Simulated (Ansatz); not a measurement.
Sheets of one type (Fe3GeTe2-type), the program Ansatz at the PBE level (PAW); HSE06 gaps on those cells.

```tsv
layer	a (Å)	thickness (Å)
Fe3SiTe2	3.968	5.15
Fe3GeTe2	?	?
AlFe3Te2	4.069	5.04
```

Problem. What belongs in the gaps?

Solution. 
- Fe3GeTe2, a (Å): 4.053
- Fe3GeTe2, thickness (Å): 5.15

Spin orders computed, not proven ground states: Fe3SiTe2, Fe3GeTe2-type layer ferromagnetic; Fe3GeTe2, Fe3GeTe2-type layer ferromagnetic; AlFe3Te2, Fe3GeTe2-type layer ferromagnetic. All cells were relaxed under the symmetry of their starts (and spin orders); stability against distortions was not tested throughout. Spin–orbit coupling is left out wherever it is not named. Constructed layers (a layer type filled with these elements): Fe3SiTe2, Fe3GeTe2-type layer; AlFe3Te2, Fe3GeTe2-type layer.

Potentials: the later of the program's two PAW sets.
